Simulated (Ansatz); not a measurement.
Values for one crystal, relaxed and computed with DFT-HSE06 in the program Ansatz with PAW potentials; other levels are named.

Volume per atom: 30.38 Å³
Band gap: 3.47 eV (smallest direct gap 3.50 eV)
Conduction-band minimum: at M
Valence-band maximum: at X
Bulk modulus (Birch–Murnaghan fit): 128 kbar
Pressure derivative B′: 5.3

Q: Which compound is it?
A. K2LiScF6, Fm-3m (K on 8c, Li on 4b, Sc on 4a, F on 24e)
B. Li2H6Pt, Fm-3m (Li on 8c, H on 24e, Pt on 4a)
C. LaCl3, P6_3/m (La on 2c, Cl on 6h)
D. K2PtCl4, P4/mmm (K on 2e, Pt on 1a, Cl on 4j)

A: D, K2PtCl4, P4/mmm (K on 2e, Pt on 1a, Cl on 4j)

The first step of the workflow began from a Materials Project structure, measured or hypothetical; the Crystallography Open Database files this formula in space group No. 123, but the cells were not matched. Whether it is the stable phase at ambient conditions was not checked. Symmetry was held in the HSE06 relaxation; its stability against distortions is not shown here. The run is not spin-polarised. The hybrid was solved on a coarse mesh, the path and, where they were found, the r²SCAN edge points; its band edges are the extreme levels among these. Scalar-relativistic: spin–orbit coupling is off unless named, which matters more the heavier the elements.

Potentials: the later of the program's two PAW sets.
